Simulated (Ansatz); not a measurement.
KCaF3:
```
KCaF3
1.0
    4.41596     0.00000     0.00000
    0.00000     4.41596     0.00000
    0.00000     0.00000     4.41596
K Ca F
1 1 3
Direct
  0.50000   0.50000   0.50000
  0.00000   0.00000   0.00000
  0.00000   0.50000   0.00000
  0.50000   0.00000   0.00000
  0.00000   0.00000   0.50000
```

Relaxed with r²SCAN. Special points in fractions of this cell's reciprocal vectors: Γ (0.000, 0.000, 0.000); X (0.000, 0.500, 0.000); M (0.500, 0.500, 0.000); R (0.500, 0.500, 0.500).

Task: List the band energies nearest the valence-band maximum at these points for plane-wave PAW r²SCAN (Ansatz code).

Result: In eV from the valence-band maximum; about four levels below and three above (degenerate sets whole), none deeper than 8.9 eV; points with the same levels are listed once.

```csv
k,below,above
Γ,-0.41 -0.41 -0.41 -0.14 -0.14 -0.14,7.14 9.86 9.86 9.86
X,-0.65 -0.65 -0.54 -0.21 -0.21,9.24 9.95 10.27
M,-0.59 -0.59 -0.41 -0.01,10.25 10.50 10.50
R,-1.32 -1.32 -1.32 0.00 0.00 0.00,10.74 10.74 10.74
```

Space group Pm-3m (cubic perovskite). The first step of the workflow began from a Materials Project structure, measured or hypothetical; the Crystallography Open Database copy checked does not list it. Whether it is the stable phase at ambient conditions was not checked. The cell was relaxed with r²SCAN under the symmetry of its start; of distortions, only those at the zone centre were tested, and some modes there are weakly imaginary.

Potentials: the later of the program's two PAW sets.
